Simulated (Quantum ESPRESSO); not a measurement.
TaTi2ZrScGa3, finding a planted mistake in a log

Simulated, not a measurement. The program is pw.x of Quantum ESPRESSO 7.5 (plane-wave density functional theory). The cell is made up: eight metal atoms on a hexagonal close-packed lattice, with elements, volume, strain and displacements drawn at random and not relaxed, so it may be unstable or far from any real phase. PseudoDojo standard norm-conserving files set the functional (PBE unless stated); there is no spin polarisation or spin-orbit coupling, the Fermi-Dirac width of 0.25 eV means electrons at about 2900 K, and the masses in the input are unused placeholders. Heavy elements are run without spin-orbit coupling, which real alloys of them have. A spin test at this wide smearing found no moment, but such smearing suppresses magnetism that the real alloy may have.

Intended input:

```
&control calculation='scf', pseudo_dir='./dojo.nc.sr.pbe.v0_5.standard.upf', outdir='./o', disk_io='minimal', tprnfor=.true., tstress=.true. /
&system ibrav=0, nat=8, ntyp=5, nbnd=64, ecutwfc=84.00895049, nosym=.true., tot_charge=0,
 occupations='smearing', smearing='fd', degauss=0.0183746611
/
&electrons conv_thr=1.470e-08, electron_maxstep=70, mixing_beta=0.5 /
ATOMIC_SPECIES
Ga 1.0 Ga.upf
Sc 1.0 Sc.upf
Ta 1.0 Ta.upf
Ti 1.0 Ti.upf
Zr 1.0 Zr.upf
CELL_PARAMETERS angstrom
0.0 0.0 4.9558
6.1297 0.0 0.0
-3.0649 5.3085 0.0
ATOMIC_POSITIONS angstrom
Ta 0.0539 0.0069 -0.0185
Ti -1.6741 2.5353 -0.08
Zr 2.9887 0.0309 -0.0187
Sc 1.4872 2.717 -0.039
Ti -0.0534 1.7278 2.3943
Ga -1.5091 4.3573 2.4884
Ga 3.0746 1.7577 2.4639
Ga 1.4972 4.4269 2.4515
K_POINTS automatic
5 5 5 1 1 1
```

The log is shortened where brackets say so; the opening notice, blank lines, dates and the lines on written files are dropped, and the path of the files is cut. It prints rydbergs, bohrs and kilobars, and counts compression as positive stress. Its total energy is the free energy E - TS of the whole cell.

Log of the intended run:

```
     Program PWSCF v.7.5
     Parallel version (MPI & OpenMP), running on       4 processor cores
     Number of MPI processes:                 4
     Threads/MPI process:                     1
     [start-up lines left out]
     bravais-lattice index     =            0
     lattice parameter (alat)  =       9.3651  a.u.
     unit-cell volume          =    1088.2318 (a.u.)^3
     number of atoms/cell      =            8
     number of atomic types    =            5
     number of electrons       =        99.00
     number of Kohn-Sham states=           64
     kinetic-energy cutoff     =      84.0090  Ry
     charge density cutoff     =     336.0358  Ry
     scf convergence threshold =      1.5E-08
     mixing beta               =       0.5000
     number of iterations used =            8  plain     mixing
     Exchange-correlation= PBE
                           (   1   4   3   4   0   0   0)
     [axes and pseudopotential details left out]
   Cartesian axes
     site n.     atom                  positions (alat units)
         1        Ta     tau(   1) = (   0.0108761   0.0013923  -0.0037330  )
         2        Ti     tau(   2) = (  -0.3378062   0.5115824  -0.0161427  )
         3        Zr     tau(   3) = (   0.6030711   0.0062351  -0.0037734  )
         4        Sc     tau(   4) = (   0.3000928   0.5482465  -0.0078696  )
         5        Ti     tau(   5) = (  -0.0107753   0.3486420   0.4831309  )
         6        Ga     tau(   6) = (  -0.3045119   0.8792324   0.5021187  )
         7        Ga     tau(   7) = (   0.6204044   0.3546753   0.4971750  )
         8        Ga     tau(   8) = (   0.3021107   0.8932766   0.4946729  )
     number of k points=    63  Fermi-Dirac smearing, width (Ry)=  0.0184
                       cart. coord. in units 2pi/alat
        k(    1) = (   0.0808490   0.1400347   0.1000000), wk =   0.0320000
        k(    2) = (   0.0808490   0.3267465   0.1000000), wk =   0.0320000
     [further k points left out]
     Dense  grid:   113293 G-vectors     FFT dimensions: (  60,  72,  72)
     Estimated max dynamical RAM per process >     425.16 MB
     Estimated total dynamical RAM >       1.58 GB
     Initial potential from superposition of free atoms
     starting charge      98.9829, renormalised to      99.0000
     Starting wfcs are   77 randomized atomic wfcs
     total cpu time spent up to now is        7.7 secs
     per-process dynamical memory:   330.8 Mb
     Self-consistent Calculation
     iteration #  1     ecut=    84.01 Ry     beta= 0.50
     Davidson diagonalization with overlap
     ethr =  1.00E-02,  avg # of iterations =  2.2
     Threshold (ethr) on eigenvalues was too large:
     Diagonalizing with lowered threshold
     Davidson diagonalization with overlap
     ethr =  3.57E-04,  avg # of iterations =  4.9
     total cpu time spent up to now is       39.8 secs
     total energy              =   -1024.47920378 Ry
     estimated scf accuracy    <       0.39228264 Ry
     iteration #  2     ecut=    84.01 Ry     beta= 0.50
     Davidson diagonalization with overlap
     ethr =  3.96E-04,  avg # of iterations =  6.4
     total cpu time spent up to now is       60.5 secs
     total energy              =   -1023.92561359 Ry
     estimated scf accuracy    <      10.32224706 Ry
     [iterations 3 to 14 left out]
     iteration # 15     ecut=    84.01 Ry     beta= 0.50
     Davidson diagonalization with overlap
     ethr =  1.48E-10,  avg # of iterations =  2.0
     total cpu time spent up to now is      264.0 secs
     total energy              =   -1024.63381756 Ry
     estimated scf accuracy    <       0.00000007 Ry
     iteration # 16     ecut=    84.01 Ry     beta= 0.50
     Davidson diagonalization with overlap
     ethr =  6.89E-11,  avg # of iterations =  1.9
     total cpu time spent up to now is      276.8 secs
     End of self-consistent calculation
     [lines on levels left out]
!    total energy              =   -1024.63381757 Ry
     estimated scf accuracy    <          3.9E-09 Ry
     smearing contrib. (-TS)   =      -0.12757184 Ry
     internal energy E=F+TS    =   -1024.50624573 Ry
     The total energy is F=E-TS. E is the sum of the following terms:
     one-electron contribution =    -334.43876198 Ry
     hartree contribution      =     224.18475474 Ry
     xc contribution           =    -226.02258845 Ry
     ewald contribution        =    -688.22965005 Ry
     convergence has been achieved in  16 iterations
     Forces acting on atoms (cartesian axes, Ry/au):
     atom    1 type  3   force =    -0.03037478   -0.00083151   -0.00276764
     atom    2 type  4   force =     0.02118531    0.02127946    0.00769917
     atom    3 type  5   force =     0.00904200   -0.00646501    0.00240955
     atom    4 type  2   force =     0.00743799   -0.00987239   -0.00101262
     atom    5 type  4   force =    -0.00384629   -0.01794832    0.00713881
     atom    6 type  1   force =    -0.01791228    0.00035440   -0.00689435
     atom    7 type  1   force =    -0.00067685    0.00898963   -0.00576046
     atom    8 type  1   force =     0.01514491    0.00449373   -0.00081245
     Total force =     0.057412     Total SCF correction =     0.000136
     Computing stress (Cartesian axis) and pressure
          total   stress  (Ry/bohr**3)                   (kbar)     P=      -79.47
  -0.00044752   0.00005021   0.00000170          -65.83        7.39        0.25
   0.00005021  -0.00045797  -0.00000222            7.39      -67.37       -0.33
   0.00000170  -0.00000222  -0.00071527            0.25       -0.33     -105.22
     init_run     :      7.17s CPU      7.49s WALL (       1 calls)
     electrons    :    263.97s CPU    269.09s WALL (       1 calls)
     forces       :      2.19s CPU      2.19s WALL (       1 calls)
     stress       :      7.77s CPU      7.78s WALL (       1 calls)
     [timing details left out]
     PWSCF        :   4m41.30s CPU   4m46.77s WALL
     JOB DONE.
```

A second run was made from an input with one planted mistake. Its log:

```
     Program PWSCF v.7.5
     Parallel version (MPI & OpenMP), running on       4 processor cores
     Number of MPI processes:                 4
     Threads/MPI process:                     1
     [start-up lines left out]
     bravais-lattice index     =            0
     lattice parameter (alat)  =       9.3651  a.u.
     unit-cell volume          =    1088.2318 (a.u.)^3
     number of atoms/cell      =            8
     number of atomic types    =            5
     number of electrons       =        99.00
     number of Kohn-Sham states=           64
     kinetic-energy cutoff     =      84.0090  Ry
     charge density cutoff     =     336.0358  Ry
     scf convergence threshold =      1.5E-08
     mixing beta               =       0.5000
     number of iterations used =            8  plain     mixing
     Exchange-correlation= PBE
                           (   1   4   3   4   0   0   0)
     [axes and pseudopotential details left out]
   Cartesian axes
     site n.     atom                  positions (alat units)
         1        Ta     tau(   1) = (   0.0108761   0.0013923  -0.0037330  )
         2        Ti     tau(   2) = (  -0.3378062   0.5115824  -0.0161427  )
         3        Zr     tau(   3) = (   0.6030711   0.0062351  -0.0037734  )
         4        Sc     tau(   4) = (   0.3000928   0.5482465  -0.0078696  )
         5        Ti     tau(   5) = (  -0.0107753   0.3486420   0.4629525  )
         6        Ga     tau(   6) = (  -0.3045119   0.8792324   0.5021187  )
         7        Ga     tau(   7) = (   0.6204044   0.3546753   0.4971750  )
         8        Ga     tau(   8) = (   0.3021107   0.8932766   0.4946729  )
     number of k points=    63  Fermi-Dirac smearing, width (Ry)=  0.0184
                       cart. coord. in units 2pi/alat
        k(    1) = (   0.0808490   0.1400347   0.1000000), wk =   0.0320000
        k(    2) = (   0.0808490   0.3267465   0.1000000), wk =   0.0320000
     [further k points left out]
     Dense  grid:   113293 G-vectors     FFT dimensions: (  60,  72,  72)
     Estimated max dynamical RAM per process >     425.16 MB
     Estimated total dynamical RAM >       1.58 GB
     Initial potential from superposition of free atoms
     starting charge      98.9829, renormalised to      99.0000
     Starting wfcs are   77 randomized atomic wfcs
     total cpu time spent up to now is        7.7 secs
     per-process dynamical memory:   330.8 Mb
     Self-consistent Calculation
     iteration #  1     ecut=    84.01 Ry     beta= 0.50
     Davidson diagonalization with overlap
     ethr =  1.00E-02,  avg # of iterations =  2.2
     Threshold (ethr) on eigenvalues was too large:
     Diagonalizing with lowered threshold
     Davidson diagonalization with overlap
     ethr =  3.45E-04,  avg # of iterations =  4.9
     total cpu time spent up to now is       39.7 secs
     total energy              =   -1024.48587552 Ry
     estimated scf accuracy    <       0.38059513 Ry
     iteration #  2     ecut=    84.01 Ry     beta= 0.50
     Davidson diagonalization with overlap
     ethr =  3.84E-04,  avg # of iterations =  6.3
     total cpu time spent up to now is       59.8 secs
     total energy              =   -1023.99843932 Ry
     estimated scf accuracy    <       8.68278668 Ry
     [iterations 3 to 14 left out]
     iteration # 15     ecut=    84.01 Ry     beta= 0.50
     Davidson diagonalization with overlap
     ethr =  1.13E-10,  avg # of iterations =  2.5
     total cpu time spent up to now is      267.2 secs
     total energy              =   -1024.63097699 Ry
     estimated scf accuracy    <       0.00000008 Ry
     iteration # 16     ecut=    84.01 Ry     beta= 0.50
     Davidson diagonalization with overlap
     ethr =  7.58E-11,  avg # of iterations =  2.2
     total cpu time spent up to now is      280.2 secs
     End of self-consistent calculation
     [lines on levels left out]
!    total energy              =   -1024.63097699 Ry
     estimated scf accuracy    <          4.6E-09 Ry
     smearing contrib. (-TS)   =      -0.12801482 Ry
     internal energy E=F+TS    =   -1024.50296218 Ry
     The total energy is F=E-TS. E is the sum of the following terms:
     one-electron contribution =    -334.76647523 Ry
     hartree contribution      =     224.36019731 Ry
     xc contribution           =    -226.03110369 Ry
     ewald contribution        =    -688.06558058 Ry
     convergence has been achieved in  16 iterations
     Forces acting on atoms (cartesian axes, Ry/au):
     atom    1 type  3   force =    -0.03047433   -0.00289835   -0.00684546
     atom    2 type  4   force =     0.02061883    0.02156605    0.00462764
     atom    3 type  5   force =     0.00906263   -0.00660903    0.00353730
     atom    4 type  2   force =     0.00861121   -0.00893844   -0.00786947
     atom    5 type  4   force =    -0.00443825   -0.01718392    0.02305686
     atom    6 type  1   force =    -0.01781951    0.00044701   -0.00785155
     atom    7 type  1   force =    -0.00065669    0.00891911   -0.00671488
     atom    8 type  1   force =     0.01509610    0.00469758   -0.00194046
     Total force =     0.062086     Total SCF correction =     0.000139
     Computing stress (Cartesian axis) and pressure
          total   stress  (Ry/bohr**3)                   (kbar)     P=      -77.98
  -0.00043979   0.00005058  -0.00000730          -64.70        7.44       -1.07
   0.00005058  -0.00044780  -0.00000904            7.44      -65.87       -1.33
  -0.00000730  -0.00000904  -0.00070265           -1.07       -1.33     -103.36
     init_run     :      7.11s CPU      7.39s WALL (       1 calls)
     electrons    :    267.62s CPU    272.59s WALL (       1 calls)
     forces       :      2.24s CPU      2.26s WALL (       1 calls)
     stress       :      7.67s CPU      7.87s WALL (       1 calls)
     [timing details left out]
     PWSCF        :   4m44.95s CPU   4m50.43s WALL
     JOB DONE.
```

Question: the log repeats what the program read. Compare it with the intended run: what was wrong in the second input?

Answer: one coordinate of one atom is wrong. The input lines that differ:

```
- Ti -0.0534 1.7278 2.3943
+ Ti -0.0534 1.7278 2.2943
```

|  | intended run | run with the mistake |
| --- | --- | --- |
| free energy (eV) | -13940.853 | -13940.815 |
| entropy term -TS, part of it (eV) | -1.736 | -1.742 |
| pressure (GPa) | -7.95 | -7.80 |
| size of the largest force component (eV/Å) | 0.781 | 0.784 |
| largest change of a force component (eV/Å) |  | 0.409 |
| iterations | 16 | 16 |

For scale, a rerun of the intended cell at a higher cutoff and on a denser mesh moved values by no more than 0.002 eV in energy, 0.02 GPa in stress and 0.003 eV/Å in force, and a second program with other atomic files agreed on that cell to 2 % rms in force and 0.5 GPa in pressure.